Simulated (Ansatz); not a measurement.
Relaxing a structure of NbSi

The relaxed structure here is a generated cell of NbSi: the first start was made by placing the elements on the sites of a structure type, and the end was not matched to a known phase here, so it may be hypothetical.

The start is a generated trial cell of NbSi in the FeSi structure type. Cell shape, volume and atoms are optimised at zero target pressure with r2SCAN (plane waves to 500 eV, PAW, scalar-relativistic; Ansatz, a quantum-chemistry and plane-wave program). The first steps use a coarse 5×5×5 k-mesh.

Initial structure:
```yaml
crystal:
  lattice:
    - [4.94450, 0.00000, 0.00000]
    - [0.00000, 4.94450, 0.00000]
    - [0.00000, 0.00000, 4.94450]
  atoms:
    - { symbol: Nb, position: [0.13652, 0.13652, 0.13652] }
    - { symbol: Nb, position: [0.63652, 0.36348, 0.86348] }
    - { symbol: Nb, position: [0.86348, 0.63652, 0.36348] }
    - { symbol: Nb, position: [0.36348, 0.86348, 0.63652] }
    - { symbol: Si, position: [0.84240, 0.84240, 0.84240] }
    - { symbol: Si, position: [0.34240, 0.65760, 0.15760] }
    - { symbol: Si, position: [0.15760, 0.34240, 0.65760] }
    - { symbol: Si, position: [0.65760, 0.15760, 0.34240] }
```

### Question
How much energy is released per atom?

### Answer
0.05 eV/atom.

### Question
How does the volume change?

### Answer
+6.1 %, from 15.11 to 16.04 Å³/atom.

### Question
How do the shortest distances between atoms change?

### Answer
The closest pairs of elements (up to four, under 3.6 Å), start → end: Nb–Si 2.52 → 2.56 Å; Nb–Nb 3.03 → 3.10 Å; Si–Si 3.06 → 3.11 Å.

### Question
Write out the relaxed structure.

### Answer

```cif
data_Nb4Si4
_chemical_formula_sum 'Nb4 Si4'
_space_group_name_H-M_alt 'P213'
_space_group_IT_number 198
_space_group_name_Hall 'P 2ac 2ab 3'
_cell_length_a 5.04370
_cell_length_b 5.04370
_cell_length_c 5.04370
_cell_angle_alpha 90.000
_cell_angle_beta 90.000
_cell_angle_gamma 90.000
loop_
_atom_site_label
_atom_site_type_symbol
_atom_site_symmetry_multiplicity
_atom_site_Wyckoff_symbol
_atom_site_fract_x
_atom_site_fract_y
_atom_site_fract_z
_atom_site_occupancy
Nb1 Nb 4 a 0.13943 0.13943 0.13943 1
Si1 Si 4 a 0.84688 0.84688 0.84688 1
```

The space group stays P2₁3 (No. 198) (the run could not lower it); the end is AFLOW prototype AB_cP8_198_a_a (B20, as in FeSi), with 8 atoms in the primitive cell. Final values are on a 9×9×9 k-mesh of the relaxed cell. No spin polarisation in the result.

The run could not lose the symmetry of its start; a randomly shaken copy of 8 atoms returns to this structure.
